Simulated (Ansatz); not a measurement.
Cl:
```
CELL_PARAMETERS angstrom
      3.29866    -2.03494     0.00000
      3.29866     2.03494     0.00000
      0.00000     0.00000     8.09463
ATOMIC_POSITIONS crystal
  Cl 0.62425 0.37575 0.39108
  Cl 0.87575 0.12425 0.89108
  Cl 0.12425 0.87575 0.10892
  Cl 0.37575 0.62425 0.60892
```

Relaxed with PBE+D3(BJ). Special points in fractions of this cell's reciprocal vectors: Γ (0.000, 0.000, 0.000); Y (0.500, 0.500, 0.000); F0 (0.345, 0.655, 0.000); Δ0 (-0.345, 0.345, 0.000); Z (0.000, 0.000, 0.500); B0 (-0.345, 0.345, 0.500); G0 (0.345, 0.655, 0.500); T (0.500, 0.500, 0.500); S (0.000, 0.500, 0.000); R (0.000, 0.500, 0.500).

**Question.** List the band energies nearest the valence-band maximum at these points for PBE+D3(BJ) (plane waves, PAW; program Ansatz).

**Answer.** In eV from the valence-band maximum; about four levels below and three above (degenerate sets whole), none deeper than 8.9 eV; points with the same levels are listed once.

```tsv
k	below	above
Γ	-0.99 -0.37 -0.21 0.00	2.19 3.05 6.83
Y	-1.43 -1.16 -0.41 -0.15	2.25 2.87 8.30
F0	-1.14 -0.87 -0.46 -0.18	2.60 2.87 8.83
Z	-0.83 -0.83 -0.10 -0.10	2.55 2.55 7.27 7.27
B0	-0.62 -0.62 -0.41 -0.41	2.63 2.63 9.52 9.52
T	-0.92 -0.92 -0.74 -0.74	2.50 2.50 8.96 8.96
S	-0.88 -0.88 -0.35 -0.35	2.91 2.91 7.95 7.95
R	-0.60 -0.60 -0.09 -0.09	2.60 2.60 8.25 8.25
```

Space group Cmce (molecular I2 type). The cell was relaxed with PBE+D3(BJ) under the symmetry of its start. The substance is a gas or liquid at ambient conditions; this is its low-temperature solid.

Potentials: the later of the program's two PAW sets.
